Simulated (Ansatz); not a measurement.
AgNO₃:
```
AgNO3
1.0
    2.53616     1.46425     2.68584
   -2.53616     1.46425     2.68584
    0.00000    -2.92851     2.68584
Ag N O
1 1 3
Cartesian
  0.00000   0.00000   8.00722
  0.00000   0.00000   4.63364
  0.00000  -1.25382   4.65335
  1.08584   0.62691   4.65335
 -1.08584   0.62691   4.65335
```

Relaxed with r²SCAN+D4.

Question: Give the Bader charges and basin volumes of the independent atoms, the program Ansatz at the r²SCAN+D4 level (PAW).

Answer: 

| atom | Bader charge (e) | Bader volume (Å³) |
|---|---|---|
| Ag1 | +0.80 | 18.1 |
| N2 | +0.87 | 5.5 |
| O3 | -0.56 | 12.1 |

Space group R3m. The workflow started from a Materials Project entry (that database holds measured and hypothetical structures alike); the Crystallography Open Database files this formula in space group No. 160, but the cells were not matched. Its standing as an ambient phase is unchecked. The cell was relaxed with r²SCAN+D4 under the symmetry of its start; its stability against distortions is not shown here. No spin polarisation was allowed.

Potentials: the later of the program's two PAW sets.
